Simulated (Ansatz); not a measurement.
YInNi:
```xyz
9
Lattice="7.3655 0.0000 0.0000 -3.6828 6.3788 0.0000 0.0000 0.0000 3.8379" Properties=species:S:1:pos:R:3 pbc="T T T"
Y     -2.1690     3.7568     1.9189
Y      4.3380     0.0000     1.9189
Y      1.5138     2.6219     1.9189
In    -0.9266     1.6050     0.0000
In     1.8532     0.0000     0.0000
In     2.7562     4.7738     0.0000
Ni     0.0000     0.0000     1.9189
Ni     3.6828     2.1263     0.0000
Ni     0.0000     4.2525     0.0000
```

Relaxed with r²SCAN. Special points in fractions of this cell's reciprocal vectors: Γ (0.000, 0.000, 0.000); M (0.500, 0.000, 0.000); K (0.333, 0.333, 0.000); A (0.000, 0.000, 0.500); L (0.500, 0.000, 0.500); H (0.333, 0.333, 0.500).

Q: List the band energies nearest the Fermi level at these points for the program Ansatz at the r²SCAN level (PAW).

A: In eV from the Fermi level; about four levels below and three above (degenerate sets whole), none deeper than 8.9 eV; points with the same levels are listed once.

```csv
k,below,above
Γ,-1.27 -1.27 -1.17 -1.17,0.98 0.98 1.32
M,-1.41 -1.16 -0.79 -0.21,0.08 0.16 1.02
K,-1.53 -1.53 -1.49 -1.13 -1.13,0.18 0.22 0.22
A,-0.56 -0.56 -0.14 -0.14,0.53 2.21 2.21
L,-0.85 -0.63 -0.36 -0.36,0.03 1.61 2.10 2.10
H,-0.89 -0.89 -0.62 -0.29 -0.29,0.25 1.62 1.62
```

Space group P-62m. The first step of the workflow began from a Materials Project structure, measured or hypothetical; the Crystallography Open Database copy checked does not list it. Whether it is the stable phase at ambient conditions was not checked. The r²SCAN relaxation kept the symmetry of its start; its stability against distortions is not shown here. The run is not spin-polarised. Scalar-relativistic: spin–orbit coupling is off unless named, which matters more the heavier the elements.

Potentials: the later of the program's two PAW sets.
